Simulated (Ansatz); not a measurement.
The relaxed structure here is a generated cell of MgSe: the first start was made by placing the elements on the sites of a structure type, and the end was not matched to a known phase here, so it may be hypothetical. Known forms of MgSe include space group No. 225.

The end point of a relaxation of MgSe. Space group P4₂/mmc (No. 131). These are r2SCAN (plane waves to 500 eV, PAW, scalar-relativistic; Ansatz, an electronic-structure program) values and carry that method's errors.

Space group P4₂/mmc (No. 131); a = b = 3.882 Å, c = 7.131 Å, α = β = γ = 90.00°

| atom | site | symmetry | x | y | z |
|---|---|---|---|---|---|
| Mg | 2c | mmm. | 0.0000 | 0.5000 | 0.0000 |
| Se | 2e | -4m2 | 0.0000 | 0.0000 | 0.2500 |

**Question.** Estimate the band gap that r2SCAN returns for this input.

**Answer.** 1.05 eV, indirect (valence top at M, conduction bottom at Γ) (no spin-orbit coupling).

**Question.** What is the computed smallest direct gap (r2SCAN)?

**Answer.** 1.34 eV at M.

No spin polarisation in the result.

The run could not lower the symmetry of its start; a shaken copy of this end point relaxes with r2SCAN to Fm-3m (No. 225), 393 meV/atom lower.
